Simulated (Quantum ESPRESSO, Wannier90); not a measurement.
**SrHfN2 (R-3m), plane waves to Wannier functions**

```
CELL_PARAMETERS angstrom
     -1.67836     2.90701     0.00000
     -3.35673     0.00000     0.00000
     -1.67836     0.96900     5.92203
ATOMIC_POSITIONS crystal
  Sr 0.00000 0.00000 0.00000
  Hf 0.50000 0.50000 0.50000
  N  0.76737 0.76737 0.69789
  N  0.23263 0.23263 0.30211
```

Cell from Materials Project (mp-9383), symmetrised, no further relaxation. Not found in the COD (Crystallography Open Database) copy used; not checked further. Method: PBEsol plane waves in Quantum ESPRESSO 7.5 (PseudoDojo norm-conserving files, 68 Ry, no spin polarisation, no spin-orbit coupling), Bloch states on a 8×8×8 mesh through Γ, Wannier90 4.0.1. Density: 10×10×10 mesh, Gaussian smearing 0.01 Ry. Spin-orbit coupling is left out although heavy elements are present. The gap is small at this level and was sampled on the meshes and a path alone.

Functional, cutoff and mesh named above are those of the base row (8×8×8); the first column says what each row takes instead. Model: 8 functions from bands 9-16, start SCDM (isolated) (the valence bands). Energies are relative to the valence-band maximum; the misfit is to pw.x on a path, for all bands of the set. Only the mesh of Bloch states changes. Ω_total can sit in another minimum from row to row; Ω_I of an isolated set cannot. A star marks runs that hit the step limit.

```
mesh      Ω_I (Å²)  Ω_total (Å²)  rms misfit (meV)  k-points (cost)  rough cost of nscf and overlaps (first row = 1)
--------  --------  ------------  ----------------  ---------------  -----------------------------------------------
3×3×3         9.81         11.31                97               27                                              1.0
4×4×4        10.86         12.48                38               64                                              1.8
5×5×5        11.52         13.21                23              125                                                3
7×7×7        12.23        13.95*               7.3              343                                                9
8×8×8            ?        14.16*               3.8              512                                               10
10×10×10     12.69        14.42*               1.5             1000                                               23
```

Task: Some entries are withheld; supply them.

Result: 
- 8×8×8, Ω_I (Å²): 12.43
